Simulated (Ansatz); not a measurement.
SnF₄:
```
SnF4
1.0
   -2.03467     2.03467     3.88697
    2.03467    -2.03467     3.88697
    2.03467     2.03467    -3.88697
Sn F
1 4
Direct
  0.00000   0.00000   0.00000
  0.75722   0.75722   0.00000
  0.24278   0.24278   0.00000
  0.50000   0.00000   0.50000
  0.00000   0.50000   0.50000
```

Relaxed with r²SCAN+D4.

Question: Give the Bader charges and basin volumes of the independent atoms, r²SCAN+D4 (plane waves, PAW; program Ansatz).

Answer: 

```csv
atom,Bader charge (e),Bader volume (Å³)
Sn1,+2.88,9.3
F2,-0.69,14.3
F4,-0.75,13.2
```

Space group I4/mmm. The first step of the workflow began from a Materials Project structure, measured or hypothetical; the Crystallography Open Database files this formula in space group No. 139, but the cells were not matched. Whether it is the stable phase at ambient conditions was not checked. Symmetry was held in the r²SCAN+D4 relaxation; its stability against distortions is not shown here. Scalar-relativistic: spin–orbit coupling is off unless named, which matters more the heavier the elements.

Potentials: the later of the program's two PAW sets.
